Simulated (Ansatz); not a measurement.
The start is a relaxed CaIn2Au cell shaken by Gaussian noise of σ = 0.08 Å a coordinate. Cell shape, volume and atoms are optimised at zero target pressure with r2SCAN (plane waves to 500 eV, PAW, scalar-relativistic; Ansatz, a program for electronic structure). The first steps use a coarse 8×8×3 k-mesh.

Starting cell:
```
CaIn2Au
1.0
    4.62396     0.00000     0.00000
   -2.31198     4.00447     0.00000
    0.00000     0.00000    10.69996
Ca In Au
2 4 2
Direct
  0.32343   0.67148   0.75465
  0.68368   0.31756   0.25584
  0.35712   0.66922   0.09294
  0.68312   0.31790   0.60042
  0.66796   0.34630   0.91654
  0.34073   0.67291   0.41507
  0.02655   0.02145   0.98478
  0.97633   0.95761   0.49772
```

| Item | Value |
|---|---|
| Largest initial force | 0.89 eV/Å, on Au8 (atoms numbered as listed) |
| Relative to the parent | It returns to the parent structure, P6₃/mmc (No. 194) |
| Shortest distances (start → end) | The closest pairs of elements (up to four, under 3.6 Å), start → end: Au–In 2.67 → 2.82 Å; Ca–In 3.05 → 3.20 Å; In–In 3.16 → 3.23 Å; Au–Ca 3.58 → 3.78 Å |
| Band gap at the end | no gap (metallic) |
| Optimiser moves | 7 |

Final structure:

```cif
data_Au2Ca2In4
_chemical_formula_sum 'Ca2 In4 Au2'
_space_group_name_H-M_alt 'P63/mmc'
_space_group_IT_number 194
_space_group_name_Hall '-P 6c 2c'
_cell_length_a 4.62394
_cell_length_b 4.62394
_cell_length_c 10.69981
_cell_angle_alpha 90.000
_cell_angle_beta 90.000
_cell_angle_gamma 120.000
loop_
_atom_site_label
_atom_site_type_symbol
_atom_site_symmetry_multiplicity
_atom_site_Wyckoff_symbol
_atom_site_fract_x
_atom_site_fract_y
_atom_site_fract_z
_atom_site_occupancy
Ca1 Ca 2 d 0.66667 0.33333 0.25000 1
In1 In 4 f 0.33333 0.66667 0.08496 1
Au1 Au 2 a 0.00000 0.00000 0.00000 1
```

Final values are on a 12×12×5 k-mesh of the relaxed cell. No spin polarisation in the result.

The relaxed structure here is a generated cell of CaIn2Au: the first start was made by placing the elements on the sites of a structure type, and the end was not matched to a known phase here, so it may be hypothetical.
